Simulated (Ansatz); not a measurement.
The elements of this relaxed trial crystal are hidden behind letters.

```
lattice vectors (Å)
  -1.3692    1.3692    5.8890
   1.3692   -1.3692    5.8890
   1.3692    1.3692   -5.8890
fractional positions
X 0.4351 0.9351 0.5000
X 0.0649 0.5649 0.5000
X 0.3149 0.3149 0.0000
X 0.6851 0.6851 0.0000
Z 0.0000 0.0000 0.0000
Z 0.7500 0.2500 0.5000
```

These are results of DFT PBE, scalar-relativistic, plane waves, PAW in Ansatz 0.2.0, not measurements. Plane waves to 420 eV, a 16×16×16 mesh through Γ for the 6-atom cell and 0.10 eV Gaussian smearing; no spin polarisation.

- Space group: I4_1/amd (No. 141)
- Conventional cell: a = 2.738 Å, c = 11.778 Å
- Volume per atom: 7.36 Å³
- Density: 2.53 g/cm³
- Energy over the elements: +0.33 eV/atom
- Gap on the 16×16×16 mesh of the 6-atom cell: 0 eV (a metal)

Energies are uncorrected and count from the elements' standard states at the same level.

Question: X is a p-block element of period 2 and Z is a p-block element of period 2. Which elements are they?

Answer: X = B, Z = C, so the formula is B2C. Density times volume gives a mean mass of 2.53 × 7.36/1.6605 = 11.2 u per atom, and this set has 11.2 u. Among the elements that the hints allow, noble gases aside, only these give it. Around B lie 2 C at 1.57 Å and 2 B at 1.97 Å; around C lie 4 B at 1.57 Å.

A later test with randomly moved atoms led to a structure 76 meV/atom lower, so this end is a saddle point or a shallow minimum. Another cell of the same search, in P-1, lies 115 meV/atom lower, so this cell isn't the stable form at this level.
